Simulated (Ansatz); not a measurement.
## Lu3B6Rh9C: frames of a relaxation, C_i, charge +0, atoms relaxed at the host's cell

All numbers are calculated (PBEsol, no spin polarisation, no spin-orbit coupling; Ansatz, PAW set soft_2, 420 eV, k-mesh 4×4×4 shifted by half a step), not measured.

Positions in Å and forces in eV/Å; free energies count from the last frame.

```
19
Lattice="-2.656 4.601 -3.111 5.313 0.000 -3.111 -2.656 -4.601 -3.111" Properties=species:S:1:pos:R:3:forces:R:3 pbc="T T T" step=1 dE=2.149eV
B     0.000    3.067   -4.667    0.041    0.008    0.032
B    -2.656   -1.534   -4.667   -0.093    0.628   -0.714
B     2.656   -1.534   -4.667    0.316    0.690    0.835
B     2.656    1.534   -4.667   -0.193    0.046   -0.177
B     0.000   -3.067   -4.667   -0.105   -0.210    0.021
B    -2.656    1.534   -4.667    0.146   -0.050    0.175
Lu   -0.014    0.000   -1.644    0.324   -2.830   -4.376
Lu   -0.026    0.074   -7.745    0.562   -4.554    7.518
Lu    0.000    0.000   -4.667   -0.065    0.380   -0.210
Rh    1.328    2.300   -6.223   -0.147   -0.179    0.150
Rh    1.328    2.300   -3.111   -0.034    0.231   -0.158
Rh   -1.296   -2.316   -3.139   -0.709    0.365    0.049
Rh    2.656    0.000   -3.111   -0.041    0.190   -0.088
Rh   -2.656    0.000   -6.223    0.227   -0.137    0.044
Rh   -2.656    0.000   -3.111    0.088    0.261   -0.043
Rh    1.328   -2.300   -3.111    0.227    0.283    0.139
Rh   -1.328    2.300   -3.111    0.162   -0.163   -0.082
Rh    1.347   -2.287   -6.164   -1.254    1.007   -0.484
C     2.565   -3.679   -6.218    0.549    4.037   -2.631
```

```
19
Lattice="-2.656 4.601 -3.111 5.313 0.000 -3.111 -2.656 -4.601 -3.111" Properties=species:S:1:pos:R:3:forces:R:3 pbc="T T T" step=6 dE=0.024eV
B     0.061    3.043   -4.713    0.005   -0.083   -0.008
B    -2.660   -1.374   -4.671   -0.050    0.029    0.039
B     2.712   -1.372   -4.621   -0.013   -0.040   -0.026
B     2.541    1.634   -4.670   -0.024    0.053   -0.001
B    -0.109   -3.025   -4.611   -0.019    0.017   -0.002
B    -2.609    1.509   -4.720    0.037   -0.023    0.008
Lu    0.222   -0.344   -1.691   -0.029    0.059   -0.021
Lu    0.117   -0.207   -7.674    0.110   -0.125    0.200
Lu   -0.085    0.226   -4.657   -0.005   -0.024   -0.034
Rh    1.322    2.211   -6.343    0.078    0.078    0.003
Rh    1.284    2.232   -3.028    0.036    0.042   -0.009
Rh   -1.472   -2.457   -3.105    0.291    0.129   -0.072
Rh    2.892    0.063   -3.116   -0.111   -0.082    0.018
Rh   -2.541   -0.017   -6.327   -0.054   -0.090    0.044
Rh   -2.550    0.027   -3.060    0.015   -0.032   -0.004
Rh    1.326   -2.244   -3.225   -0.008   -0.029   -0.022
Rh   -1.313    2.313   -3.012   -0.085    0.084   -0.034
Rh    1.240   -2.116   -6.030   -0.059    0.129   -0.041
C     2.198   -3.707   -6.308   -0.116   -0.092   -0.040
```

```
19
Lattice="-2.656 4.601 -3.111 5.313 0.000 -3.111 -2.656 -4.601 -3.111" Properties=species:S:1:pos:R:3:forces:R:3 pbc="T T T" step=16 dE=0.000eV
B     0.160    3.013   -4.704   -0.006    0.002    0.008
B    -2.702   -1.419   -4.620   -0.002    0.007   -0.008
B     2.680   -1.370   -4.672   -0.010    0.005    0.008
B     2.401    1.684   -4.687    0.009   -0.006    0.001
B    -0.078   -3.131   -4.596   -0.001   -0.002    0.007
B    -2.547    1.548   -4.725    0.004    0.003    0.000
Lu    0.281   -0.350   -1.680   -0.010    0.007    0.010
Lu    0.087   -0.183   -7.664    0.001    0.005   -0.012
Lu   -0.051    0.249   -4.644   -0.005   -0.001   -0.002
Rh    1.327    2.245   -6.437    0.002    0.000   -0.018
Rh    1.282    2.240   -2.937    0.005    0.002    0.015
Rh   -1.439   -2.440   -3.126    0.004   -0.005    0.001
Rh    2.875    0.068   -3.167    0.008    0.004    0.002
Rh   -2.535   -0.028   -6.231   -0.011   -0.014   -0.002
Rh   -2.566    0.045   -3.090    0.003    0.007    0.000
Rh    1.341   -2.257   -3.246    0.004    0.010   -0.008
Rh   -1.325    2.321   -2.972   -0.003    0.005    0.001
Rh    1.231   -2.115   -6.056   -0.001   -0.010    0.004
C     2.153   -3.727   -6.329    0.009   -0.018   -0.008
```
